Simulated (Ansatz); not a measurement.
An Ansatz (a quantum-chemistry and plane-wave program) run. Input:

Ansatz 0.2 input:
```yaml
crystal:
  lattice:
    - [7.7705002216, 0.0, 0.0]
    - [-3.8852501108, 6.729450592, 0.0]
    - [0.0, 0.0, 3.7933223959]
  atoms:
    - { symbol: Sc, position: [0.241242546, 0.0, 0.0] }
    - { symbol: Sc, position: [0.758757454, 0.758757454, 0.0] }
    - { symbol: Sc, position: [0.0, 0.241242546, 0.0] }
    - { symbol: Sc, position: [0.6094326943, 0.0, 0.5] }
    - { symbol: Sc, position: [0.3905673057, 0.3905673057, 0.5] }
    - { symbol: Sc, position: [0.0, 0.6094326943, 0.5] }
    - { symbol: Rh, position: [0.0, 0.0, 0.5] }
    - { symbol: Te, position: [0.3333333333, 0.6666666667, 0.0] }
    - { symbol: Te, position: [0.6666666667, 0.3333333333, 0.0] }
kpoints:
  mp_grid: { grid: [6, 6, 11] }
hamiltonian:
  xc: r2scan
  pseudopotentials: { kind: paw }
scf:
  occupations: { method: gaussian, width: 0.05 }
checkpoint: { read: metal.run }
output: { write_density: true, elf: true, volumetric_format: npy }
basis: { fft_grid_basis: typed }
```

Output (shortened):

```
Pseudopotentials: kind: paw
Pseudopotential: Sc, paw, valence charge 11
Pseudopotential: Rh, paw, valence charge 17
Pseudopotential: Te, paw, valence charge 16
Functional definition: r2SCAN
Crystal: 9 atoms, lattice volume = 198.357 Å³
Basis set: ecut = 500 eV, 5011 PW (Γ), exchange–correlation on 240×240×120 points (64 copies of the dense FFT grid, shifted against one another)
Bands: 69, of which v1, the nominal top of the filled ones, is band 58 counted from 1 (57 counted from 0)
Symmetry: 12 space group operations
Space group: P-62m (ITA 189), of the structure as read, at distance tolerance 5.8e-5 Å
k-points: 42 of 396 (time reversal used)
PAW frozen core: Sc, regenerated for the run's functional
PAW frozen core: Rh, regenerated for the run's functional
PAW frozen core: Te, regenerated for the run's functional
Initial density: read from a saved state, or passed on in memory by an earlier SCF of this step, an earlier step, the calling program or the single point that …
Stability of the state it starts from, as read at its close in the unpolarized treatment …
Initial wavefunctions: pseudopotential atomic-orbital guess
Eigensolver: davidson
Functional: x = r2scan, c = r2scan; τ floored in thin density (d = 2e-4 eV/Å³)
iter 1 solved again at ethr=6.22e-7 eV; its pass at ethr=3.10e-3 eV (dr2=7.15e-4 eV) is discarded
SCF iter   1: F=—  HF=-33256.389988 eV  |F-HF|=—  |Δ(HF+E_count)|=         —  Δρ=1.26e-6  dr2=2.68e-9  dr2_τ=6.02e-10  ethr=6.22e-7  ⟨swp⟩=3.6  Hψ=18522  notcnv=0
all-band conjugate gradients solve this SCF's bands
preconditioner: auto → Kerker (q_TF=auto, 2.491 Å⁻¹)
SCF iter   2: F=—  HF=-33256.389745 eV  |F-HF|=—  |Δ(HF+E_count)|=   2.43e-4  Δρ=8.80e-7  dr2=2.01e-9  dr2_τ=6.64e-10  ethr=2.33e-12  ⟨swp⟩=9.9  Hψ=13898  notcnv=0
SCF iter   3: F=-33256.389745 eV  HF=-33256.389745 eV  |F-HF|=2.11e-10  |Δ(HF+E_count)|=  1.82e-10  Δρ=4.51e-7  dr2=3.17e-10  dr2_τ=1.15e-10  ethr=1.75e-12  ⟨swp⟩=1.0  Hψ=6339  notcnv=0
SCF 1 converged in 3 iterations: F = -33256.389745 eV  dr2 = 3.17e-10
SCF converged after 3 iterations
Free energy (F): -33256.389745 eV
Harris-Foulkes:  -33256.389745 eV  (|F-HF|=2.11e-10)
Internal energy: -33256.373892 eV  (E = F + TS)
E sigma→0 (E₀):  -33256.381819 eV
Entropy (-TS):   -0.015853 eV (-1.761 meV/atom)
Fermi energy:    12.411424 eV
--- Per-component energies (eV) ---
  E_band       = -1630.696710
  E_kinetic    = 2508.164438
  E_local      = -9317.333445  (includes V_loc(G=0)·N_el)
  E_nonlocal   = 227.589135
  E_hartree    = 4024.040047
  E_xc         = -1054.483032
  E_vxc        = -1396.597001  (∫ρ·V_xc dr)
  E_paw        = -18764.546482  (= ΣΔE_a)
  E_vpaw       = -1792.222067  (= ΣTr[D̂ρ^β])
  E_aug_tail   = 0.000598  (compensation charges beyond the density's cutoff)
  E_vtau       = 91.620769  (kinetic-family band-sum trace: ∫τ·v_τ [+ j·A + Jᵃ·Aᵃ] dr)
  E_ewald      = -10878.573951
  E_core_change = -1.231200  (= ΣΔE_core)
  E_smearing   = -0.015853  (= −TS)
  E_closure    = 0.000000  (closes the sum)
  Σ components = -33256.389745   (vs F -33256.389745, Δ=0.00e0)
  [band-id]    e_kinetic+e_local+e_nonlocal+2·e_hartree+e_vxc+e_vpaw+e_augmentation_tail+e_vtau = -1630.697479   (vs E_band -1630.696710, Δ=-7.69e-4)
--- Band table (eV; the first three rows and the last of 42) ---
  k-point 0: bands = ["-68.2507", "-39.6004", "-39.5974", "-39.5974", "-39.2364", "-39.2252", "-39.2252", "-35.4703", "-35.3110", "-35.3110", "-26.2475", "-26.2475", "-26.2465", "-26.2465", "-26.2280", "-26.2280", "-26.2276", "-26.2276", "-26.2225", "-26.2222", "-17.3614", "-17.3198", "-17.3198", "-17.2469", "-17.2307", "-17.2307", "-17.2163", "-17.2146", "-17.2146", "-17.0037", "-16.9414", "-16.9414", "-16.8594", "-16.8485", "-16.8485", "-16.8136", "-16.8136", "-16.8066", "-1.0134", "-0.4937", "6.5562", "6.5562", "7.6644", "7.6644", "7.7299", "8.6264", "9.4437", "9.4437", "9.4678", "9.4678", "9.7951", "10.3115", "10.6188", "10.6188", "11.3548", "12.5952", "12.5952", "13.4121", "13.4121", "13.4871", "13.5639", "13.6713", "13.6713", "13.8363", "13.8363", "13.9421", "13.9421", "14.1199", "14.3252"]
  k-point 1: bands = ["-68.2506", "-39.6000", "-39.5971", "-39.5971", "-39.2370", "-39.2247", "-39.2247", "-35.4703", "-35.3113", "-35.3113", "-26.2475", "-26.2475", "-26.2465", "-26.2465", "-26.2282", "-26.2282", "-26.2278", "-26.2278", "-26.2217", "-26.2215", "-17.3591", "-17.3196", "-17.3196", "-17.2515", "-17.2394", "-17.2394", "-17.2131", "-17.2117", "-17.2117", "-17.0042", "-16.9395", "-16.9395", "-16.8606", "-16.8500", "-16.8500", "-16.8148", "-16.8148", "-16.8120", "-0.9564", "-0.4580", "6.6232", "6.6232", "7.6934", "7.6934", "7.8284", "8.6433", "9.4013", "9.4013", "9.4785", "9.4785", "9.5031", "9.7813", "10.7429", "10.7429", "11.5543", "12.5019", "12.5019", "13.2738", "13.2738", "13.4134", "13.4883", "13.4883", "13.6022", "13.8821", "13.8821", "14.0254", "14.1859", "14.1859", "14.3561"]
  k-point 2: bands = ["-68.2505", "-39.5990", "-39.5965", "-39.5965", "-39.2383", "-39.2234", "-39.2234", "-35.4703", "-35.3123", "-35.3123", "-26.2474", "-26.2474", "-26.2465", "-26.2465", "-26.2286", "-26.2286", "-26.2284", "-26.2284", "-26.2198", "-26.2195", "-17.3530", "-17.3191", "-17.3191", "-17.2626", "-17.2591", "-17.2591", "-17.2068", "-17.2068", "-17.2060", "-17.0058", "-16.9350", "-16.9350", "-16.8639", "-16.8538", "-16.8538", "-16.8263", "-16.8180", "-16.8180", "-0.7954", "-0.3582", "6.8101", "6.8101", "7.7755", "7.7755", "8.0383", "8.4432", "8.8149", "9.2070", "9.3230", "9.3230", "9.4931", "9.4931", "11.0689", "11.0689", "11.7310", "12.2983", "12.2983", "12.9138", "12.9138", "13.2179", "13.2851", "13.2851", "13.5569", "13.8242", "13.9600", "13.9600", "14.4234", "14.4975", "14.4975"]
  k-point 41: bands = ["-68.2503", "-39.5949", "-39.5949", "-39.5942", "-39.2427", "-39.2193", "-39.2193", "-35.4703", "-35.3155", "-35.3155", "-26.2474", "-26.2469", "-26.2469", "-26.2465", "-26.2305", "-26.2302", "-26.2302", "-26.2298", "-26.2132", "-26.2132", "-17.3284", "-17.3284", "-17.3150", "-17.3150", "-17.3087", "-17.2911", "-17.2171", "-17.1824", "-17.1824", "-17.0048", "-16.9396", "-16.9396", "-16.8725", "-16.8558", "-16.8558", "-16.8435", "-16.8414", "-16.8414", "-0.0719", "-0.0719", "6.5716", "6.5716", "7.2223", "7.8004", "7.8004", "8.3493", "9.2133", "9.2133", "9.4384", "9.6018", "9.6018", "10.1724", "10.9369", "11.5291", "11.5291", "11.6990", "12.2744", "12.3555", "12.3555", "12.4639", "12.6595", "12.6595", "13.7623", "13.7623", "14.3757", "14.3757", "14.5653", "14.8298", "14.8298"]
  band table: 69 of 69 bands, residual norms ≤ 1.0e-3 eV
```

Cost: about 100 core-seconds (a rough figure) on shared cores.

The workflow started from an entry of the Crystallography Open Database (COD). Its standing as an ambient phase is unchecked. Symmetry was held in the r²SCAN relaxation; its stability against distortions is not shown here. The run is not spin-polarised. With an odd number of electrons in the cell and no spin polarisation, the count alone makes it a metal. Scalar-relativistic: spin–orbit coupling is off unless named, which matters more the heavier the elements.

Potentials: the later of the program's two PAW sets.

Ansatz is a plane-wave DFT program.
